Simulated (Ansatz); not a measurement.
All numbers below come from DFT PBE, scalar-relativistic, plane waves, PAW in Ansatz 0.2.0. Cutoff 420 eV, Γ-centred meshes of about 0.25 Å⁻¹ or finer for metals and 0.3 Å⁻¹ for insulators (2π included), Gaussian smearing. No spin polarisation.

Temperature and zero-point effects are left out.

Two relaxed structures of WC4:

1.

```
W C
1.0
     2.40494   -4.12989    0.00000
     2.40494    4.12989    0.00000
     0.00000    0.00000    2.80770
W C
1 4
Direct
  0.50000 0.50000 0.50000
  0.54693 0.16411 0.00000
  0.45307 0.83589 0.00000
  0.83589 0.45307 0.00000
  0.16411 0.54693 0.00000
```

2.

```
W C
1.0
     2.97650    0.00000    0.00000
    -1.48825    2.57772    0.00000
     0.00000    0.00000    6.65372
W C
1 4
Direct
  0.00000 0.00000 0.50000
  0.66667 0.33333 0.09610
  0.66667 0.33333 0.90390
  0.66667 0.33333 0.29418
  0.66667 0.33333 0.70582
```

Question: Which is lower in energy, and by how much?

Answer: Cell 2 is lower, by 174 meV/atom. Cell 1 has space group Cmmm (No. 65), 11.2 Å³/atom and no gap on its mesh; cell 2 has space group P-6m2 (No. 187), 10.2 Å³/atom and no gap. Counting C atoms around W (those within 1.25 times the shortest such distance or 1.15 times the sum of covalent radii), cell 1 has W 8 and cell 2 has W 6. Cell 1 holds C–C chains (shortest 1.39 Å); cell 2 holds C–C units of three or more atoms (shortest 1.28 Å). The denser one is the lower, and pressure would at first widen the difference. Even the lower one lies +0.76 eV/atom against the reference forms of the elements (uncorrected), so neither is stable at this level. Both come from trial cells of a structure search, whose lowest cell (P1, 15.3 Å³/atom) lies 276 meV/atom below the lower of the two.

These runs have no spin–orbit coupling, which can matter for W. Cells relaxed within their symmetry can be saddle points. Some structure types and database cells were kept out of the candidates from the start, so a known form may be missing.
